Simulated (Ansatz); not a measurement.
CdSe (wurtzite)

```
CELL_PARAMETERS angstrom
      4.38288     0.00000     0.00000
     -2.19144     3.79568     0.00000
      0.00000     0.00000     7.15467
ATOMIC_POSITIONS crystal
  Cd 0.66667 0.33333 0.00047
  Cd 0.33333 0.66667 0.50047
  Se 0.66667 0.33333 0.62473
  Se 0.33333 0.66667 0.12473
```

This relaxed cell (volume V₀) is scaled evenly in all directions, its shape held. The atoms relax within the cell's symmetry.

Calculation: PBE (plane waves to 420 eV, PAW, scalar-relativistic; Ansatz, a program for electronic structure). k mesh 9×9×5 (Γ-centred), Fermi-Dirac smearing 0.05 eV. The energy includes the smearing's −TS. Compression counts positive. With the shape held, the modulus is that of even scaling; a crystal free to change shape is softer. CdSe was relaxed with its symmetry unable to fall. The PAW data are Ansatz's earlier set. ΔE is measured from the relaxed starting cell.

The scan covers V/V₀ from 0.940 to 1.060 in 11 points.

Q: What pressure does the cell carry at V/V₀ = 0.940?

A: 3.19 GPa.

Q: What is ΔE at V/V₀ = 0.940?

A: 16.8 meV/atom.

Q: What is ΔE at V/V₀ = 1.060?

A: 13.3 meV/atom.

(A scan under strain: stresses follow from slopes of the energy per volume, elastic moduli from its curvatures.)
